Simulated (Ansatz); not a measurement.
Si:
```
CELL_PARAMETERS angstrom
      0.00000     2.71680     2.71680
      2.71680     0.00000     2.71680
      2.71680     2.71680     0.00000
ATOMIC_POSITIONS crystal
  Si 0.75000 0.75000 0.75000
  Si 0.50000 0.50000 0.50000
```

Relaxed with PBEsol.

Q: Give the optical modes at the zone centre with their infrared activity from DFPT, plane-wave PAW PBEsol (Ansatz code).

A: Transverse frequencies, without the LO–TO term; a row sums one degenerate level.

```
ω (cm⁻¹)  degeneracy  IR ((D/Å)²/amu)     activity  symmetry
--------  ----------  ---------------  -----------  --------
509                3             0.00  IR-inactive       T2g
```

Space group Fd-3m (diamond). Symmetry was held in the PBEsol relaxation.

Potentials: the earlier of the program's two PAW sets. The files were generated under PBE; for other functionals the program regenerates the frozen cores, and for LDA and PBEsol the local potential too.
